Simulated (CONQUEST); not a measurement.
Relaxation of the atoms of Au (Fm-3m, 4 atoms in the cell; from Materials Project mp-81, lattice scaled a little) at several settings

```
CELL_PARAMETERS angstrom
      4.16420     0.00000     0.00000
      0.00000     4.16420     0.00000
      0.00000     0.00000     4.16420
ATOMIC_POSITIONS crystal
  Au 0.00000 0.00000 0.00000
  Au 0.00000 0.50000 0.50000
  Au 0.50000 0.00000 0.50000
  Au 0.50000 0.50000 0.00000
```

Base: PBEsol, numerical atomic orbitals double-zeta with polarisation (the shipped basis), PseudoDojo norm-conserving potentials made for PBEsol in CONQUEST. Its settings: basis = DZP; Diag.MPMeshX, Y, Z = 5 5 5; potentials = PseudoDojo norm-conserving PBEsol; Grid.GridCutoff = 140 Ha; DM.SolutionMethod = diagon; Diag.MPShiftX = 0.10000000; Diag.MPShiftY = 0.10000000; Diag.MPShiftZ = 0.10000000; Diag.kT = 0.003675 Ha; minE.SCTolerance = 1.0e-06; SC.MaxIters = 100; SC.LinearMixingFactor = 0.3; SC.KerkerPreCondition = true; SC.KerkerFactor = 0.1 1/bohr; AtomMove.TypeOfRun = static. Starting volume 18.05 Å³ per atom.

Each line gives the change from the base single point and the result:

- atoms moved at random; AtomMove.TypeOfRun: static → cg; AtomMove.NumSteps: default → 40; AtomMove.MaxForceTol: default → 1.94e-03 Ha/bohr; AtomMove.ReuseDM: default → true: pressure -8.70 GPa; largest force (vector length) 0.072 eV/Å; relaxation steps 2; free energy against the base single point 0.1 meV/atom.
- atoms moved at random; AtomMove.TypeOfRun: static → cg; AtomMove.NumSteps: default → 40; AtomMove.MaxForceTol: default → 5.83e-04 Ha/bohr; AtomMove.ReuseDM: default → true: pressure -8.70 GPa; largest force (vector length) 0.020 eV/Å; relaxation steps 3; free energy against the base single point 0.0 meV/atom.

The program uses no crystal symmetry, so grid and mesh can part values that symmetry would make equal. The atom-centred basis is finite, which shifts total energies and pressures against plane waves. The structure comes from a collection of computed structures, made at another level of theory; the collection holds predicted forms beside known ones. Its lattice was then scaled. No clean gap shows at this smearing width and mesh (spacing up to 0.30 Å⁻¹); the mesh is coarse for partly filled bands, so the values carry mesh errors.

Small differences between rows can be mesh errors.
